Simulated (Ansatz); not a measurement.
La (dhcp type, space group P6_3/mmc)

```xyz
4
Lattice="3.7847 0.0000 0.0000 -1.8923 3.2776 0.0000 0.0000 0.0000 12.0294" Properties=species:S:1:pos:R:3 pbc="T T T"
La     0.0000     0.0000     0.0000
La     0.0000     0.0000     6.0147
La     0.0000     2.1851     3.0074
La     1.8923     1.0925     9.0221
```

In this cell atom 3 (La, nearest neighbour La at 3.717 Å; its periodic images, 3.8 Å or more away, move with it) is moved by s towards the nearest neighbour, unit vector (-0.509, 0.294, -0.809); all other atoms and the cell stay fixed.

These are r2SCAN (plane waves to 500 eV, PAW, scalar-relativistic; Ansatz, a quantum-chemistry and plane-wave program) values and carry that method's errors. k mesh 11×11×3 (Γ-centred), Fermi-Dirac smearing 0.05 eV. E stands for the smeared free energy. Left out: 1 of 11 points, with atoms too close for the PAW data. With partly filled bands, energies and forces of such displacements shift with the k mesh and the smearing. La is run without spin polarisation. La was relaxed with its symmetry unable to fall. The PAW data are Ansatz's earlier set. ΔE is measured from the undisplaced structure. The last digit holds for this mesh only.

```csv
s (Å),ΔE (meV/cell)
-0.740,368.2
-0.592,withheld
-0.444,126.2
-0.296,54.4
-0.148,13.2
0.000,0.0
0.148,13.2
0.296,53.9
0.444,124.8
0.592,231.3
```

Task: Fit a polynomial form (powers 2, 3, 4) to the given rows and predict ΔE at s = -0.592.

Result: Least squares on the 9 given rows: ΔE = (613.6)·s² + (6.173)·s³ + (116.6)·s⁴, in meV/cell with s in Å; root-mean-square residual 0.72 meV/cell. At -0.592 the fit gives 228.1 meV/cell; the calculation gives 232.8 meV/cell, so the interpolation is off by -4.7 (-2.0 %). The quadratic term alone would give 215.0 meV/cell.

(For displaced atoms, the force is minus the slope of the energy, and its curvature is a force constant, which sets phonon frequencies.)
